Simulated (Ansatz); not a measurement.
Values for one crystal, relaxed and computed with plane-wave PAW r²SCAN (Ansatz code); other levels are named.

* **Volume per atom**: 12.09 Å³
* **Band gap**: 3.77 eV (indirect)
* **HSE06 gap on the r²SCAN cell**: 4.81 eV
* **Valence-band maximum**: off the standard path, at k = (0.312, 0.000, -0.260) in fractions of the reciprocal vectors
* **Electron effective mass**: 0.79, 1.3, 1.8 mₑ (principal values)
* **Conduction-band minimum**: off the standard path, at k = (0.156, 0.000, 0.479) in fractions of the reciprocal vectors
* **Hole effective mass**: 1.6, 2.2, 2.2 mₑ (principal values)

Question: Which compound is it?
A) TiO2, P2_1/c (Ti on 4e, O on 4e, O on 4e)
B) Fe2O3, corundum
C) ZrO2, rutile
D) NbInO4, P2/c (Nb on 2e, In on 2f, O on 4g, O on 4g)

Answer: D, NbInO4, P2/c (Nb on 2e, In on 2f, O on 4g, O on 4g)

The workflow started from a Materials Project entry (that database holds measured and hypothetical structures alike); the Crystallography Open Database files this formula in space group No. 13, but the cells were not matched. Its standing as an ambient phase is unchecked. Symmetry was held in the r²SCAN relaxation; whether a distortion lowers the energy is not shown. No spin polarisation was allowed. Scalar-relativistic: spin–orbit coupling is off unless named, which matters more the heavier the elements.

Potentials: the later of the program's two PAW sets.
